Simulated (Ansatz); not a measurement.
GaAs:
```yaml
crystal:
  lattice:
    - [4.08101, 0.00000, 0.00000]
    - [-2.04050, 3.53426, 0.00000]
    - [0.00000, 0.00000, 8.93649]
  atoms:
    - { symbol: Ga, position: [0.50022, 0.00000, 0.66667] }
    - { symbol: Ga, position: [0.00000, 0.50022, 0.33333] }
    - { symbol: Ga, position: [0.49978, 0.49978, 0.00000] }
    - { symbol: As, position: [0.50011, 0.00000, 0.16667] }
    - { symbol: As, position: [0.00000, 0.50011, 0.83333] }
    - { symbol: As, position: [0.49989, 0.49989, 0.50000] }
```

Relaxed with PBE.

**Question.** Which orbitals make up the states near the Fermi level in PBE (plane waves, PAW; program Ansatz)?

**Answer.** Within 0.5 eV of the Fermi level: As 4p 50 %, Ga 4p 24 %, Ga 4s 16 %, As 4s 7 %. Projections are on Löwdin-orthogonalised atomic valence shells; empty p or d shells of many metals are not among them.

**Question.** Tabulate the density of states.

**Answer.** States/eV per cell of 6 atoms, in 0.25 eV bins, energy from the Fermi level.

| E (eV) | total | As 4p | Ga 4p | Ga 4s |
|---|---|---|---|---|
| -7.85 | 0.00 | 0.00 | 0.00 | 0.00 |
| -7.60 | 0.03 | 0.01 | 0.00 | 0.02 |
| -7.35 | 1.35 | 0.58 | 0.07 | 0.67 |
| -7.10 | 2.74 | 1.17 | 0.16 | 1.33 |
| -6.85 | 2.31 | 0.98 | 0.15 | 1.04 |
| -6.60 | 3.09 | 1.29 | 0.21 | 1.36 |
| -6.35 | 1.80 | 0.75 | 0.18 | 0.68 |
| -6.10 | 0.96 | 0.40 | 0.10 | 0.34 |
| -5.85 | 0.85 | 0.36 | 0.10 | 0.29 |
| -5.60 | 2.68 | 1.09 | 0.35 | 1.02 |
| -5.35 | 3.39 | 1.35 | 0.38 | 1.28 |
| -5.10 | 1.90 | 0.77 | 0.25 | 0.66 |
| -4.85 | 1.15 | 0.54 | 0.27 | 0.23 |
| -4.60 | 1.27 | 0.60 | 0.31 | 0.25 |
| -4.35 | 1.32 | 0.66 | 0.36 | 0.21 |
| -4.10 | 1.53 | 0.80 | 0.45 | 0.18 |
| -3.85 | 1.95 | 1.07 | 0.63 | 0.15 |
| -3.60 | 2.25 | 1.27 | 0.73 | 0.14 |
| -3.35 | 2.82 | 1.63 | 0.90 | 0.16 |
| -3.10 | 3.73 | 2.19 | 1.15 | 0.23 |
| -2.85 | 3.45 | 2.04 | 1.01 | 0.25 |
| -2.60 | 2.96 | 1.79 | 0.83 | 0.22 |
| -2.35 | 3.88 | 2.50 | 1.05 | 0.20 |
| -2.10 | 3.76 | 2.46 | 1.02 | 0.16 |
| -1.85 | 4.11 | 2.77 | 1.09 | 0.14 |
| -1.60 | 4.38 | 3.03 | 1.10 | 0.13 |
| -1.35 | 4.26 | 2.94 | 1.07 | 0.13 |
| -1.10 | 4.52 | 3.09 | 1.20 | 0.11 |
| -0.85 | 2.02 | 1.44 | 0.50 | 0.04 |
| -0.60 | 1.06 | 0.74 | 0.27 | 0.02 |
| -0.35 | 0.36 | 0.24 | 0.10 | 0.01 |
| -0.10 | 0.10 | 0.06 | 0.03 | 0.01 |
| 0.15 | 0.10 | 0.03 | 0.02 | 0.03 |
| 0.40 | 0.33 | 0.09 | 0.07 | 0.10 |
| 0.65 | 1.11 | 0.29 | 0.28 | 0.33 |
| 0.90 | 2.80 | 0.83 | 0.71 | 0.74 |
| 1.15 | 2.94 | 0.92 | 0.75 | 0.80 |
| 1.40 | 1.55 | 0.47 | 0.42 | 0.40 |
| 1.65 | 2.93 | 0.93 | 0.85 | 0.68 |
| 1.90 | 3.45 | 1.11 | 1.12 | 0.71 |
| 2.15 | 3.81 | 1.30 | 1.31 | 0.66 |
| 2.40 | 3.29 | 1.12 | 1.23 | 0.48 |
| 2.65 | 3.87 | 1.48 | 1.18 | 0.72 |
| 2.90 | 4.13 | 1.36 | 1.61 | 0.57 |
| 3.15 | 3.22 | 0.97 | 1.50 | 0.32 |
| 3.40 | 3.75 | 1.10 | 1.81 | 0.28 |
| 3.65 | 2.46 | 0.68 | 1.23 | 0.16 |
| 3.90 | 2.10 | 0.49 | 1.09 | 0.13 |
| 4.15 | 3.88 | 0.80 | 2.15 | 0.17 |
| 4.40 | 3.13 | 0.72 | 1.69 | 0.12 |
| 4.65 | 3.62 | 0.87 | 1.89 | 0.16 |

Space group P6_222. The start of the workflow was typed in or built on a structure type; neither database checked (COD, Materials Project) lists it. It is not the phase usual at ambient conditions (space group No. 216). The PBE relaxation kept the symmetry of its start; whether a distortion lowers the energy is not shown. Scalar-relativistic: spin–orbit coupling is off unless named, which matters more the heavier the elements.

Potentials: the later of the program's two PAW sets.
